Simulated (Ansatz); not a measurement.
Structure: COD 2102244, as refined from experiment and not relaxed. The listed cell was then made from it by scaling, straining or moving an atom.

WC: DFT, PBEsol, PAW with Ansatz's default frozen-core files, scalar-relativistic (Ansatz 0.2.0). What sets it apart from a plain run of this crystal: equal xx and yy strain of -2 %.

Command: `ansatz run input.yaml --threads 1 --pin off --max-ram 3072MiB --backend cpu --events-out ev --progress --plain --runs-dir out` The run took 5.8 s on 1 thread of Arm Neoverse V1 (shared host), peak memory 0.39 GiB.

```yaml
crystal:
  lattice:
    - [2.8424914073, 0.0, 0.0]
    - [-1.4212457036, 2.4616697688, 0.0]
    - [0.0, 0.0, 2.829]
  atoms:
    - { symbol: W, position: [0.0, 0.0, 0.0] }
    - { symbol: C, position: [0.6666666667, 0.3333333333, 0.5] }
kpoints:
  mp_grid: { grid: [14, 14, 13] }
scf:
  occupations: { method: fermi_dirac, width: 0.05 }
hamiltonian:
  xc: pbesol
  pseudopotentials: { kind: paw }
output:
  forces: true
  stress: true
  eigenvalues: true
  efg: { contact_densities: true }
```

Output (standing set-up lines are left out):

```
Crystal: 2 atoms, lattice volume = 19.795 Å³
SCF iter   1: F=—  HF=-10503.686872 eV  |F-HF|=—  |Δ(HF+E_count)|=         —  Δρ=1.32e-2  dr2=3.03e-2  ethr=1.77e-3  ⟨swp⟩=5.7  Hψ=10999  notcnv=0
preconditioner: auto → none  [metal: Δε(μ)=0.084 eV  Ē_g=10.511 eV  σ=0.050 eV  W_gap=0.36  n_scr=8 (ndim 8)  ℏωp=26.4 eV  f_vac=0.000  D(μ)=0.29/eV (n_scr^D=0)  sad-step TF]
SCF iter   2: F=—  HF=-10503.684744 eV  |F-HF|=—  |Δ(HF+E_count)|=   2.13e-3  Δρ=8.52e-3  dr2=1.47e-2  ethr=1.68e-4  ⟨swp⟩=1.0  Hψ=3528  notcnv=0
SCF iter   3: F=—  HF=-10503.681924 eV  |F-HF|=—  |Δ(HF+E_count)|=   2.82e-3  Δρ=9.93e-4  dr2=1.06e-4  ethr=8.15e-5  ⟨swp⟩=2.0  Hψ=3602  notcnv=0
SCF iter   4: F=—  HF=-10503.681886 eV  |F-HF|=—  |Δ(HF+E_count)|=   3.82e-5  Δρ=2.68e-4  dr2=5.39e-6  ethr=5.87e-7  ⟨swp⟩=2.2  Hψ=3359  notcnv=0
SCF iter   5: F=—  HF=-10503.681882 eV  |F-HF|=—  |Δ(HF+E_count)|=   4.11e-6  Δρ=5.19e-5  dr2=2.80e-7  ethr=2.99e-8  ⟨swp⟩=1.6  Hψ=2587  notcnv=0
SCF iter   6: F=-10503.681882 eV  HF=-10503.681882 eV  |F-HF|=8.05e-9  |Δ(HF+E_count)|=   2.65e-9  Δρ=9.00e-6  dr2=1.28e-8  ethr=5.56e-10  ⟨swp⟩=5.3  Hψ=8184  notcnv=0
SCF 1 converged in 6 iterations: F = -10503.681882 eV  dr2 = 1.28e-8
  greatest PAW one-centre occupation: 1.000 electrons in one spin orbital (limit 2), on the W atom at site 0 (counted from 0), in its partial waves of l = 0
SCF converged after 6 iterations
Free energy (F): -10503.681882 eV
Harris-Foulkes:  -10503.681882 eV  (|F-HF|=8.05e-9)
Internal energy: -10503.679574 eV  (E = F + TS)
E sigma→0 (E₀):  -10503.680728 eV
Entropy (-TS):   -0.002308 eV (-1.154 meV/atom)
Fermi energy:    21.579445 eV
--- Per-component energies (eV) ---
  E_band       = -41.314333
  E_kinetic    = 545.803852
  E_local      = -631.765644  (includes V_loc(G=0)·N_el)
  E_nonlocal   = 28.462067
  E_hartree    = 225.792736
  E_xc         = -315.799224
  E_vxc        = -301.687860  (∫ρ·V_xc dr)
  E_paw        = -8531.182199  (= ΣΔE_a)
  E_vpaw       = -133.709216  (= ΣTr[D̂ρ^β])
  E_aug_tail   = -0.000092  (compensation charges beyond the density's cutoff)
  E_ewald      = -1825.233963
  E_core_change = 0.242893  (= ΣΔE_core)
  E_smearing   = -0.002308  (= −TS)
  E_closure    = -0.000000  (closes the sum)
  Σ components = -10503.681882   (vs F -10503.681882, Δ=0.00e0)
--- Forces (eV/Å), atoms counted from 1 ---
  atom   1  W      0.00000000     0.00000000     0.00000000
  atom   2  C      0.00000000     0.00000000     0.00000000
  max |Σ_I F_I| component: 3.33e-16 eV/Å
--- Stress (GPa, compression-positive) ---
       20.810734       0.000000       0.000000
        0.000000      20.810734       0.000000
        0.000000       0.000000       7.522266
  P = ⅓ Tr σ = 16.3812 GPa (163.812 kbar)
--- PAW observables at the nuclei: V_zz in 10²¹ V/m², potentials from the cell's mean, atoms counted from 1 ---
  atom   1  W  V_zz =   -11.141761   η = 0.0000   by run symmetry: allowed
            electrostatic potential = -14819.964074 V   contact ρ = 8810911.745578 e/Å³
  atom   2  C  V_zz =    +0.122567   η = 0.0000   by run symmetry: allowed
            electrostatic potential = -433.117972 V   contact ρ = 861.027470 e/Å³
--- Band table (eV; the first three rows and the last of 168) ---
  k-point 0: bands = ["-52.2138", "-16.2779", "-16.0725", "-16.0725", "6.7960", "16.9345", "18.1788", "18.1788", "21.5059", "24.9830", "24.9830", "27.3929", "27.3929"]
  k-point 1: bands = ["-52.2113", "-16.3262", "-16.0685", "-16.0685", "6.9482", "16.8594", "18.2459", "18.2459", "21.5018", "24.4643", "24.4643", "27.7026", "27.7026"]
  k-point 2: bands = ["-52.2044", "-16.4580", "-16.0574", "-16.0574", "7.3880", "16.5441", "18.4406", "18.4406", "21.6506", "23.4798", "23.4798", "28.0115", "28.0115"]
  k-point 167: bands = ["-52.0831", "-16.8174", "-16.7583", "-16.5973", "10.4084", "14.0899", "16.0093", "19.8017", "20.8291", "26.2708", "28.5403", "29.4607", "31.1693"]
```
